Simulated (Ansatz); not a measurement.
YSi₂Rh₂:
```
YSi2Rh2
1.0
   -2.01992     2.01992     4.97530
    2.01992    -2.01992     4.97530
    2.01992     2.01992    -4.97530
Rh Y Si
2 1 2
Cartesian
  0.00000   2.01992   2.48765
  2.01992   0.00000   2.48765
  0.00000   0.00000   0.00000
  0.00000   0.00000   3.75699
  0.00000   0.00000   6.19360
```

Relaxed with r²SCAN.

### Question
Give the Bader charges and basin volumes of the independent atoms, r²SCAN in the plane-wave PAW code Ansatz.

### Answer


```json
[
 {"atom": "Rh1", "Bader charge (e)": "-1.09", "Bader volume (Å³)": "19.0"},
 {"atom": "Y3", "Bader charge (e)": "+1.77", "Bader volume (Å³)": "14.6"},
 {"atom": "Si4", "Bader charge (e)": "+0.20", "Bader volume (Å³)": "14.3"}
]
```

Space group I4/mmm. The workflow started from an entry of the Crystallography Open Database (COD). Whether it is the stable phase at ambient conditions was not checked. The cell was relaxed with r²SCAN under the symmetry of its start; whether a distortion lowers the energy is not shown. No spin polarisation was allowed.

Potentials: the later of the program's two PAW sets.
